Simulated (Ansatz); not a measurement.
## Ansatz run, Ag$_{3}$PtI

Input file of Ansatz 0.2.0:

```yaml
crystal:
  lattice:
    - [4.799918, 0.0, 0.0]
    - [0.0, 4.799918, 0.0]
    - [0.0, 0.0, 4.799918]
  atoms:
    - { symbol: Ag, position: [0.515, 0.399, 0.016] }
    - { symbol: Ag, position: [0.016, 0.515, 0.399] }
    - { symbol: Ag, position: [0.399, 0.016, 0.515] }
    - { symbol: I, position: [0.0, 0.0, 0.0] }
    - { symbol: Pt, position: [0.536, 0.536, 0.536] }
  symmetry: { tolerance: 0.0003 }
kpoints:
  mp_grid: { grid: [7, 7, 7], shift: [0, 0, 0] }
  band_path:
    path:
      - [0.0, 0.0, 0.0]
      - [0.5, 0.5, 0.5]
      - [0.5, 0.5, 0.5]
      - [0.5, -0.5, 0.5]
      - [0.5, 0.0, 0.0]
      - [0.0, 0.0, 0.0]
      - [0.5, -0.5, 0.0]
      - [0.5, 0.0, 0.5]
      - [0.5, 0.0, 0.5]
      - [0.0, 0.0, 0.0]
    npoints: 6
magnetization:
  spin_polarized: false
scf:
  occupations: { method: fermi_dirac }
  lower_state_search: "off"
  max_iter: 200
hamiltonian:
  pseudopotentials: { kind: paw }
  xc: r2scan
basis:
  ecutwfc: 500
  fft_grid_basis: typed
output:
  forces: true
  stress: true
  eigenvalues: true
  bader: true
  populations: true
  elf: true
  write_potential: true
  volumetric_format: npy
  dos:
    e_range: [-12, 8]
    de: 0.05
    projected: { site_lists: { Ag: [Ag], I: [I], Pt: [Pt] } }
checkpoint:
  read: saved_state
```

The run starts from an earlier solution of this cell. 

Parts of the output:

```
SCF iter   1: F=-42874.0664 eV  Δρ=1.10e-3  dr2=3.75e-4  dr2_τ=4.82e-4
SCF iter   2: F=-42874.0665 eV  Δρ=5.91e-4  dr2=1.25e-4  dr2_τ=6.43e-5
SCF iter   3: F=-42874.0666 eV  Δρ=1.26e-4  dr2=2.33e-5  dr2_τ=3.83e-6
SCF iter   4: F=-42874.0666 eV  Δρ=5.36e-5  dr2=2.93e-6  dr2_τ=3.55e-7
SCF iter   5: F=-42874.0666 eV  Δρ=2.03e-5  dr2=5.30e-7  dr2_τ=7.29e-8
SCF iter   6: F=-42874.0666 eV  Δρ=8.97e-6  dr2=7.93e-8  dr2_τ=9.13e-9
Free energy (F): -42874.0666 eV
Harris-Foulkes:  -42874.0666 eV  (|F-HF|=1.49e-8)
Internal energy: -42874.0449 eV  (E = F + TS)
E sigma→0 (E₀):  -42874.0557 eV
Entropy (-TS):   -0.0217 eV (-4.338 meV/atom)
Fermi energy:    13.0740 eV
--- Per-component energies (eV) ---
  E_band       = -1563.4718
  E_kinetic    = 2425.0785
  E_local      = -12360.5425  (includes V_loc(G=0)·N_el)
  E_nonlocal   = 360.7937
  E_hartree    = 5603.4025
  E_xc         = -907.6245
  E_vxc        = -1267.9033  (∫ρ·V_xc dr)
  E_paw        = -26090.3761  (= ΣΔE_a)
  E_vpaw       = -2014.4634  (= ΣTr[D̂ρ^β])
  E_aug_tail   = 0.0003  (compensation charges beyond the density's cutoff)
  E_vtau       = 86.7397  (kinetic-family band-sum trace: ∫τ·v_τ [+ j·A + Jᵃ·Aᵃ] dr)
  E_ewald      = -11903.0904
  E_core_change = -1.6864  (= ΣΔE_core)
  E_smearing   = -0.0217  (= −TS)
--- Forces (eV/Å), atoms counted from 1 ---
  atom   1  Ag    -0.1816    -0.8815     1.7911
  atom   2  Ag     1.7911    -0.1816    -0.8815
  atom   3  Ag    -0.8815     1.7911    -0.1816
  atom   4  I     -0.1997    -0.1997    -0.1997
  atom   5  Pt    -0.5283    -0.5283    -0.5283
--- Stress (GPa, compression-positive) ---
       12.6062      -1.8648      -1.8648
       -1.8648      12.6062      -1.8648
       -1.8648      -1.8648      12.6062
  P = ⅓ Tr σ = 12.6062 GPa (126.062 kbar)
--- Löwdin populations: 5 sites ---
  site symbol       q [e]
     0     Ag     18.5972
     1     Ag     18.5972
     2     Ag     18.5972
     3      I     17.2680
     4     Pt     18.5932
  spilling = 0.0038 (of n_electrons = 92.0000)
```

Total energies depend on the potentials used, so only differences within one code and one set of settings carry meaning.

Origin: a known structure type with other elements, at an estimated volume, so it need not be a known compound. Caveats: atoms or cell far from equilibrium.
